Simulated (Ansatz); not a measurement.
Notes on ZrSc3C4

```
C Sc Zr
1.0
     5.61456    0.00000    0.00000
     2.80728   -6.13685    0.00000
     1.48620    0.00000   -5.41408
C Sc Zr
8 6 2
Direct
  0.29010 0.25820 0.91870
  0.45170 0.25820 0.08130
  0.70990 0.74180 0.08130
  0.54830 0.74180 0.91870
  0.04660 0.74380 0.41840
  0.20960 0.74380 0.58160
  0.95340 0.25620 0.58160
  0.79040 0.25620 0.41840
  0.18953 0.62094 0.00000
  0.81047 0.37906 0.00000
  0.30846 0.38308 0.50000
  0.69154 0.61692 0.50000
  0.76100 0.00000 0.76210
  0.23900 0.00000 0.23790
  0.27099 0.00000 0.72876
  0.72901 0.00000 0.27124
```

Method: r2SCAN, no spin polarisation; PAW, plane waves to 500 eV, 5×5×4 Γ-centred mesh, fermi-dirac occupations (width 0.0257 eV) (Ansatz 0.2.0), atoms fixed.

Question: What happens at the Fermi level?

Answer: It is a metal, with about 8 states/eV a cell as the mean within 0.25 eV of the Fermi level, mostly Sc d (45 %), C p (29 %) and Zr d (18 %).

Question: Which element gives electrons and which takes them?

Answer: Bader charges in e: Zr +1.04, Sc +1.46 to +1.61, C -1.43. In the mean Sc gives up most and C takes most.

Question: Where is the largest force?

Answer: The largest is on C5 (and as large on other atoms): 1.53 eV/Å, components (0.94, 0.85, -0.85). It makes 34° with the line to a nearest neighbour, C6 at 1.46 Å, pointing towards it.

Question: What does the stress say?

Answer: The pressure is 22.7 GPa (compression positive), so with the atoms held at these fractions the cell would first expand; the forces are large, so a full relaxation may end otherwise. The principal stresses 16.3, 20.6, 31.1 GPa differ, so its shape would change too.

Origin: a known structure type with other elements, at an estimated volume, so it need not be a known compound. Caveats: atoms or cell far from equilibrium.

Run time, from a saved density: 4 min on 1 thread of Arm Neoverse V2, on a shared host, peak memory 1.1 GiB. The time holds forces, stress, Bader, DOS, ELF.
